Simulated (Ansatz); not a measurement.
Si2Mo3:
```xyz
10
Lattice="6.5741 0.0000 0.0000 0.0000 6.5741 0.0000 0.0000 0.0000 3.2540" Properties=species:S:1:pos:R:3 pbc="T T T"
Si     0.8771     4.1641     0.0000
Si     5.6969     2.4099     0.0000
Si     2.4099     0.8771     0.0000
Si     4.1641     5.6969     0.0000
Mo     3.2870     3.2870     0.0000
Mo     0.0000     0.0000     0.0000
Mo     4.3545     1.0675     1.6270
Mo     2.2196     5.5066     1.6270
Mo     5.5066     4.3545     1.6270
Mo     1.0675     2.2196     1.6270
```

Relaxed with PBEsol.

### Question
Give the Bader charges and basin volumes of the independent atoms, plane-wave PAW PBEsol (Ansatz code).

### Answer


| atom | Bader charge (e) | Bader volume (Å³) |
|---|---|---|
| Si1 | -0.28 | 12.4 |
| Mo5 | +0.20 | 15.7 |
| Mo7 | +0.18 | 14.9 |

Space group P4/mbm. The first step of the workflow began from a Materials Project structure, measured or hypothetical; the Crystallography Open Database copy checked does not list it. Its standing as an ambient phase is unchecked. The PBEsol relaxation kept the symmetry of its start; its stability against distortions is not shown here. No spin polarisation was allowed.

Potentials: the later of the program's two PAW sets.
